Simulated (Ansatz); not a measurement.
## NMR crystallography of MoS2 with hydrogen replacing S: given against relaxed positions

Start: a supercell of MoS2 (space group P6_3/mmc) built from a COD entry, with all atoms left at the host's positions.

```cif
data_Mo8HS15
_symmetry_space_group_name_H-M 'P3m1'
_symmetry_Int_Tables_number 156
_cell_length_a 6.3380
_cell_length_b 6.3380
_cell_length_c 12.3240
_cell_angle_alpha 90.000
_cell_angle_beta 90.000
_cell_angle_gamma 120.000
loop_
_atom_site_label
_atom_site_type_symbol
_atom_site_symmetry_multiplicity
_atom_site_Wyckoff_symbol
_atom_site_fract_x
_atom_site_fract_y
_atom_site_fract_z
Mo1 Mo 1 a 0.0000 0.0000 0.2500
Mo2 Mo 3 d 0.0000 0.5000 0.2500
Mo5 Mo 3 d 0.1667 0.8333 0.7500
Mo8 Mo 1 c 0.6667 0.3333 0.7500
H H 1 a 0.0000 0.0000 0.6230
S10 S 3 d 0.0000 0.5000 0.6230
S13 S 3 d 0.1667 0.8333 0.1230
S16 S 1 c 0.6667 0.3333 0.1230
S17 S 1 a 0.0000 0.0000 0.8770
S18 S 3 d 0.0000 0.5000 0.8770
S21 S 3 d 0.1667 0.8333 0.3770
S24 S 1 c 0.6667 0.3333 0.3770
```

One atom of each set is listed.

Level of theory: DFT, PBE, plane waves and PAW, scalar-relativistic, 420 eV cutoff, Γ-centred 4×4×2 k-points, Fermi–Dirac smearing 0.01 eV, cell charge +1 (Ansatz 0.2.0).

The largest force at the start is 1.7 eV/Å. Relaxing the ions at fixed cell moves them by 0.548 Å at most (atom 9, H) and 0.117 Å rms.

| site | moved (Å) | first shell before | first shell after | V_zz before (10²¹ V/m²) | η before |
| --- | --- | --- | --- | --- | --- |
| Mo1 | 0.008 | 6 S at 2.41 Å | 6 S at 2.40 Å | -6.92 | 0.00 |
| Mo2 | 0.008 | 6 S at 2.41 Å | 6 S at 2.40 Å | -6.95 | 0.01 |
| Mo5 | 0.054 | 5 S at 2.41 Å, 1 H at 2.41 Å | 1 H at 2.05 Å, 5 S at 2.40–2.41 Å | -11.32 | 0.69 |
| Mo8 | 0.026 | 6 S at 2.41 Å | 6 S at 2.40–2.42 Å | -9.41 | 0.00 |
| H | 0.548 | 3 Mo at 2.41 Å | 3 Mo at 2.05 Å | -0.043 | 0.00 |
| S10 | 0.035 | 3 Mo at 2.41 Å | 3 Mo at 2.40–2.41 Å | -4.02 | 0.60 |
| S13 | 0.001 | 3 Mo at 2.41 Å | 3 Mo at 2.40 Å | -4.77 | 0.01 |
| S16 | 0.002 | 3 Mo at 2.41 Å | 3 Mo at 2.40 Å | -4.74 | 0.00 |
| S17 | 0.037 | 3 Mo at 2.41 Å | 3 Mo at 2.40 Å | -4.62 | 0.00 |
| S18 | 0.059 | 3 Mo at 2.41 Å | 3 Mo at 2.40–2.42 Å | -6.60 | 0.53 |

Question: How do the gradients change?

Answer: 

| site | V_zz after | η after | change of V_zz |
| --- | --- | --- | --- |
| Mo1 | -7.03 | 0.00 | -0.11 |
| Mo2 | -7.10 | 0.01 | -0.15 |
| Mo5 | -9.56 | 0.54 | +1.76 |
| Mo8 | -9.06 | 0.00 | +0.35 |
| H | -0.25 | 0.00 | -0.21 |
| S10 | -3.92 | 0.58 | +0.10 |
| S13 | -4.92 | 0.01 | -0.15 |
| S16 | -4.98 | 0.00 | -0.24 |
| S17 | -5.03 | 0.00 | -0.41 |
| S18 | -6.80 | 0.36 | -0.20 |

The largest change of V_zz is on Mo5, from -11.32 to -9.56. In per cent, |V_zz| changes by -16 to +2 on Mo, -2 to +9 on S (all sites that start above 2). Where |V_zz| stays above 0.1, η moves most on S18, from 0.53 to 0.36. The table leaves out 2 of the 12 sites, with |V_zz| up to 5.07; their tensors move by 0.10 at most along any direction. The statements above cover all sites.

The run isn't spin-polarised, and a state with spin may lie lower. The defect repeats with the cell of 24 atoms, so it feels its images: sites between two images don't show the values beside a lone defect, and zeros or small values of η there can come from the images' arrangement. Mo and S carry a gradient in the pure host already, so the values there aren't the defect's effect alone. A uniform background compensates the cell's charge. The defect cell has no gap above 0.1 eV on its mesh, so the values can hang on the smearing and the k-mesh. Without spin–orbit coupling (the program notes it for Mo) the gradients can shift somewhat, as the gap is small.
Before: The neighbours have not yet relaxed around the defect (largest force 1.7 eV/Å), so a real crystal will differ.
After: The relaxation keeps the site symmetry 3m of the start, so the impurity can move only along its axis; a distortion that would localise the partly filled state isn't explored.
